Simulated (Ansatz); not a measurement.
GaAs in space group P6_3mc (No. 186; Ga on 2b, As on 2b, Ga on 2a, As on 2a), r²SCAN in the plane-wave PAW code Ansatz. The conduction-band minimum lies at Γ, with 1 equivalent valley. Second derivatives d²E/dk² of the lowest band at one valley (eV·Å²), along Cartesian directions:

| direction | d²E/dk² |
|---|---|
| [100] | 139.2 |
| [010] | 139.2 |
| [001] | 150.1 |
| [110] | 139.2 |
| [101] | 144.8 |
| [011] | 144.8 |

Q: Find the principal effective masses, the density-of-states mass and the conductivity mass.

A: Off-diagonal terms follow from H_xy = H[110] − (H_xx + H_yy)/2, and m*/mₑ = 7.620 eV·Å² over each eigenvalue: 0.051, 0.055, 0.055. One valley's DOS mass (m₁m₂m₃)^(1/3) = 0.053, conductivity mass 3/(Σ 1/mᵢ) = 0.053 mₑ.

Q: What effective density of states Nc follows at 300 K for parabolic valleys?

A: Nc = 2.509e19 × 1 × (0.053)^(3/2) ≈ 3.1e17 cm⁻³.

The start of the workflow was typed in or built on a structure type; the Crystallography Open Database copy checked does not list it. It is not the phase usual at ambient conditions (space group No. 216). Symmetry was held in the r²SCAN relaxation; its stability against distortions is not shown here. Scalar-relativistic: spin–orbit coupling is off unless named, which matters more the heavier the elements.

Potentials: the later of the program's two PAW sets.

Edges and masses are those of Kohn–Sham bands, whose gap is no quasiparticle gap.
